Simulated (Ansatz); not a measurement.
Does relaxation matter for the field gradients of SiC with indium replacing C?

Start: a supercell of SiC (zinc blende type, F-43m) built from a Materials Project structure (computed, not necessarily an observed phase), with all atoms left at the host's positions.

Space group F-43m (No. 216); a = 13.0620 Å.

```
site  Wyckoff  site symmetry       x       y       z
 Si1       4d           -43m  0.2500  0.7500  0.2500
 Si2      48h            ..m  0.4167  0.7500  0.4167
 Si5      16e            .3m  0.5833  0.5833  0.4167
 Si9      16e            .3m  0.9167  0.4167  0.5833
Si15      24g           2.mm  0.7500  0.4167  0.7500
  In       4a           -43m  0.0000  0.0000  0.0000
 C29      48h            ..m  0.1667  0.0000  0.1667
 C32      16e            .3m  0.3333  0.8333  0.1667
 C36      16e            .3m  0.6667  0.6667  0.3333
 C42      24f           2.mm  0.5000  0.6667  0.5000
```

One atom of each set is listed; the run and its k-mesh use a cell of 54 atoms with edges of 9.24, 9.24, 9.24 Å.

The numbers come from a DFT calculation in Ansatz (PBE, plane waves and PAW, scalar-relativistic, 420 eV cutoff, Γ-centred 3×3×3 k-points, Fermi–Dirac smearing 0.01 eV, cell charge -1).

The largest force at the start is 16 eV/Å. Relaxing the ions at fixed cell moves them by 0.393 Å at most (atom 27, Si) and 0.112 Å rms.

```tsv
site	moved (Å)	first shell before	first shell after	V_zz before (10²¹ V/m²)	η before
Si2	0.003	4 C at 1.89 Å	4 C at 1.88–1.89 Å	0.26	0.43
Si5	0.003	4 C at 1.89 Å	4 C at 1.88–1.89 Å	-0.10	0.00
Si9	0.393	3 C at 1.89 Å, 1 In at 1.89 Å	3 C at 1.86 Å, 1 In at 2.28 Å	-6.28	0.00
Si15	0.002	4 C at 1.89 Å	4 C at 1.84–1.89 Å	0.45	0.59
In	0.000	4 Si at 1.89 Å	4 Si at 2.28 Å	0.00	–
C29	0.074	4 Si at 1.89 Å	4 Si at 1.84–1.88 Å	-0.49	0.38
C32	0.000	4 Si at 1.89 Å	4 Si at 1.88–1.89 Å	0.077	0.00
C36	0.005	4 Si at 1.89 Å	4 Si at 1.88–1.89 Å	0.080	0.00
C42	0.002	4 Si at 1.89 Å	4 Si at 1.89 Å	0.019	0.48
```

Q: What are V_zz and η after the relaxation?

A: 

```csv
site,V_zz after,η after,change of V_zz
Si2,0.20,0.39,–
Si5,-0.22,0.00,-0.12
Si9,-2.78,0.00,+3.50
Si15,-1.38,0.38,–
In,0.00,–,0.00
C29,-1.02,0.72,-0.53
C32,0.090,0.00,+0.01
C36,-0.090,0.00,-0.17
C42,0.065,0.14,–
```

The largest change of V_zz along a kept axis is on Si9, from -6.28 to -2.78. Small gradients that grow severalfold: Si15 (0.45 to -1.38). In per cent, |V_zz| changes by -56 on Si (all sites that start above 2). On C29 V_xx and V_yy change places (or their axes turn by over 50°), so the two values of η hide a larger change. V_zz changes sign on C36 (same axis). On Si15, Si2, C42 the largest principal value lies along another axis in the second run, so the two V_zz can't be compared directly. Other sites without a gradient aren't listed. The electronic state changes along with the positions (the gap closes), so the changes aren't those of geometry alone.

The defect repeats with the cell of 54 atoms, so it feels its images: sites between two images don't show the values beside a lone defect, and zeros or small values of η there can come from the images' arrangement. A uniform background compensates the cell's charge. Without spin–orbit coupling (the program notes it for In) the gradients can shift somewhat, as the gap is small.
Before: With a gap of 0.4 eV on this mesh, small gradients can still move by 0.1 × 10²¹ V/m² or more as the k-mesh gets denser. The cell keeps the host's lattice, where the PBE pressure is 18 GPa (in a charged cell this depends on the convention for the mean potential). The neighbours have not yet relaxed around the defect (largest force 16 eV/Å), so the values at and beside it are those of a strained start, not of the defect in a real crystal.
After: The run isn't spin-polarised, and a state with spin may lie lower. The relaxation keeps the site symmetry -43m of the start, so the impurity can't leave its site; a distortion that would localise the partly filled state isn't explored. The defect cell has no gap above 0.1 eV on its mesh, so the values can hang on the smearing and the k-mesh. The cell keeps the host's lattice, where the PBE pressure is 11 GPa (in a charged cell this depends on the convention for the mean potential).
